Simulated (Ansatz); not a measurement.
A trial cell of Ni was relaxed with PBE (plane waves to 420 eV, PAW, scalar-relativistic; Ansatz, an electronic-structure program).

Before: P2₁ (No. 4), mP4; a = 2.2743 Å, b = 5.5047 Å, c = 3.4876 Å, α = γ = 90.00°, β = 92.71°.

After relaxation:

Simulated powder pattern, Cu Kα1, λ = 1.54056 Å (kinematic, ideal powder, no thermal factors, no anomalous dispersion; the 24 strongest lines at most, above 1 %, up to 2θ = 90°):

```json
[
 {"2θ (°)": "44.57", "I/Imax (%)": "100"},
 {"2θ (°)": "51.93", "I/Imax (%)": "47"},
 {"2θ (°)": "76.52", "I/Imax (%)": "26"}
]
```

Identify the relaxed structure from its pattern: crystal system, space group and cell.

Cubic, Fm-3m (No. 225), cF4, fcc (Cu type); a = 3.5184 Å, b = 3.5184 Å, c = 3.5184 Å, α = 90.00°, β = 90.00°, γ = 90.00°. Sites: Ni 4a (0.000, 0.000, 0.000).

Index the strongest lines.

44.57° (111), 51.93° (200), 76.52° (220).

Spin state reached: ferromagnetic (net 0.63 μB/atom), from parallel starting moments; other spin orders were not run from this start.

The run could not lose the symmetry of its start; a randomly shaken copy of 2 atoms returns to this structure.
